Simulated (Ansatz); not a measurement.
# NiPt₅ (P4/mmm) at 4 levels of theory

One geometry, relaxed with PBE; plane waves with PAW potentials in Ansatz, scalar-relativistic unless the row names spin-orbit coupling. Collinear spin; the first row ends at 1.5 μB a primitive cell. Gaps are the least over mesh and band path; pressure is positive in compression.

```
CELL_PARAMETERS angstrom
2.77681 0.00000 0.00000
0.00000 2.77681 0.00000
0.00000 0.00000 11.58957
ATOMIC_POSITIONS crystal
Ni 0.00000 0.00000 0.50000
Pt 0.00000 0.00000 0.82562
Pt 0.50000 0.50000 0.00000
Pt 0.00000 0.00000 0.17438
Pt 0.50000 0.50000 0.35034
Pt 0.50000 0.50000 0.64966
```

```
                       level  cutoff (eV)   k mesh  gap (eV)  pressure (GPa)  largest moment (μB)
                         PBE          420  14×14×4         0             0.0                 0.77
                      r2SCAN          500  14×14×4         0            -4.9                 1.11
PBE with spin-orbit coupling          420  14×14×4         0             0.1                 0.67
                         LDA          420  14×14×4         0           -15.7                 0.59
```

The state reached may not be the lowest one. Spin-orbit coupling matters for the bands of heavy elements and enters only rows that name it.

The structure comes from a generated guess; another structure or a mixture of phases may lie lower.
